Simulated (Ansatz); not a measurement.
LaN:
```
LaN
1.0
    4.44343     0.00000     0.00000
    0.00000     4.44343     0.00000
    0.00000     0.00000     3.69719
La N
2 2
Direct
  0.50000   0.00000   0.26837
  0.00000   0.50000   0.73163
  0.50000   0.50000   0.00000
  0.00000   0.00000   0.00000
```

Relaxed with r²SCAN.

Map the valence electron density (e/Å³), cut off at 2 on the plane through (0.500, 0.000, 0.268) spanned by u = [1, 0, 0] and v = [0, 0, 1] in lattice vectors, from r²SCAN (plane waves, PAW; program Ansatz).

x is the fraction of u, y of v (the angle between them is 90°; rows are the nearest grid lines); atoms in the plane: La at (0.00, 0.00), N at (0.50, 0.73).
```
|**#%*-...........-*%#**|
|####*-...:---:...-*####|
|%%%#+:.:-+#%#+-:.:+#%%%|
|%%#+-:::+@@@@@+:::-+#%%|
|**+-:.:-#@@@@@#-:.:-+**|
|--:....-#@@@@@#-....:--|
|..    .-*@@@@@*-.    ..|
|      .:=#@@@#=:.      |
|       .:=+*+=:.       |
|        ..:::..        |
|          ...          |
|                       |
|..                   ..|
|--:..             ..:--|
|**+-:.           .:-+**|
|%%#*-.           .-*#%%|
|##%#+:.         .:+#%##|
|*##%*-.         .-*%##*|
|**#%*-...........-*%#**|
```
Scale: ten equal steps from 0.054 (start of ' ') to 2.00 (end of '@'), in the order ' .:-=+*#%@'; x runs from 0.000 to 1.00, y from 0.000 (bottom) to 1.00 (top).

The density is the valence pseudo-density with augmentation charge, so density and ELF within about 1 Å of a nucleus are not all-electron values.

Space group P4/nmm. The first step of the workflow began from a Materials Project structure, measured or hypothetical; the Crystallography Open Database copy checked does not list it. COD files the formula under space group No. 225. Whether it is the stable phase at ambient conditions was not checked. The r²SCAN relaxation kept the symmetry of its start. At this level the phase is mechanically unstable. Spin–orbit coupling is left out wherever it is not named.

Potentials: the later of the program's two PAW sets.
